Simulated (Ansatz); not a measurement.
Structure map: energy, volume and gap of polymorphs

Relaxing one composition in several structure types shows which are competitive, which pressure would favour, and how volume and gap change with structure.

The yardstick is ZrSi, rock salt. The reference is the lowest phase computed, which need not be the stable form in nature.

Where the numbers come from (Ansatz, a plane-wave PAW program): energy: PBE, total energy at 0 K with the change to a 700 eV cutoff added (comparable within one formula alone); volume per atom: PBE, relaxed cell; gap: PBE; bulk modulus: PBE, equation-of-state fit.

Working rules: ΔE = E − E_ref; ΔV = V − V_ref; temperature scale ΔE/k_B = 11.605 K/meV × ΔE.

```
crystal                     E (eV/atom)  V (Å³/atom)  gap (eV)  B₀ (GPa)  ΔE (meV/atom)  ΔV (Å³/atom)  ΔE/k_B (K)
--------------------------  -----------  -----------  --------  --------  -------------  ------------  ----------
ZrSi, rock salt, reference    −2410.527        19.65      0.00       113            0.0          0.00           0
ZrSi, CoSn type, P6/mmm       −2409.949        22.78      0.00      93.1          578.0          3.13        6700
ZrSi, NiAs type               −2410.326        20.68      0.00       103          201.0          1.03        2300
ZrSi, WC type, P-6m2          −2410.222        18.75      0.00       102          305.0         −0.90        3500
ZrSi, NbAs type, I4₁md        −2410.181        20.36      0.00       106          346.0          0.71        4000
ZrSi, CsCl type               −2410.175        18.22      0.00       118          352.0         −1.43        4100
```

Started from generated or typed cells, with no claim that the phase is known: ZrSi, rock salt; ZrSi, CoSn type, P6/mmm; ZrSi, NiAs type; ZrSi, WC type, P-6m2; ZrSi, NbAs type, I4₁md; ZrSi, CsCl type. Dynamically unstable, with imaginary phonons beyond 50i cm⁻¹ at the level named: ZrSi, CsCl type (PBE). No gap (0.00) means none at this level, which can close a small real gap. Spin–orbit coupling is left out unless named.

Arithmetic for ZrSi, WC type, P-6m2:

1. ΔE = 1000 × (−2410.222 − (−2410.527)) = 305.0 meV/atom
2. ΔV = 18.75 − 19.65 = −0.90 Å³/atom
3. ΔE/k_B: 11.605 × 305.0 = 3500 K

By ΔE (lowest first): ZrSi, rock salt (0.0 ± 5.0), ZrSi, NiAs type (201.0 ± 5.0), ZrSi, WC type, P-6m2 (305.0 ± 5.0), ZrSi, NbAs type, I4₁md (346.0 ± 5.0) ≈ ZrSi, CsCl type (352.0 ± 5.0), ZrSi, CoSn type, P6/mmm (578.0 ± 5.0). The ± follows from allowances picked for this note (energy 0.004 eV/atom, 3 meV/atom on the figure itself), carried to first order and added in quadrature, each row's own inputs moving alone; ≈ joins neighbours closer than their two ± added in quadrature.

Denser than the reference, so favoured by pressure; with fixed volumes the enthalpies cross at P ≈ 0.1602 ΔE/|ΔV|: ZrSi, CsCl type 0.1602 × 352.0/1.43 = 39 GPa, ZrSi, WC type, P-6m2 0.1602 × 305.0/0.90 = 54 GPa. Each is against the reference alone, so another phase may come first, and differences in compressibility move them.

Vibrational free energy is left out, and phases that were not computed could lie lower. Rows are a sample of the computed phases of this formula. Limits of the draw: a spread of over 30 meV/atom, none over 0.9 eV/atom above the reference, within 8 meV/atom of the lowest or within 3 meV/atom of a neighbour. As a rule kept out of such tables: 4f compounds, open-shell compounds run without a Hubbard term, cells close to a higher symmetry, and runs set to a pressure or over 12 % in volume from the crystal's fullest run.
